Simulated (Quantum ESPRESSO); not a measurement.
```xyz
2
Lattice="0.0000 2.5820 2.5820 2.5820 0.0000 2.5820 2.5820 2.5820 0.0000" Properties=species:S:1:pos:R:3 pbc="T T T"
Li     0.0000     0.0000     0.0000
Cl     2.5820     2.5820     2.5820
```

The PBEsol cell relaxed from Materials Project entry mp-22905 was given an isotropic strain of +2 % on all lattice vectors, and the atoms were relaxed again.

Task: What does norm-conserving PBEsol (Quantum ESPRESSO, 74 Ry, no spin-orbit coupling) give for the electronic structure near the Fermi level?

Result: The PBEsol gap is 6.01 eV and nearly direct: the edges lie at 85 % of the way from K to Γ and Γ, the smallest direct gap within 0.02 eV of it. Another valence extremum on the path lies within 0.02 eV, too close to call.
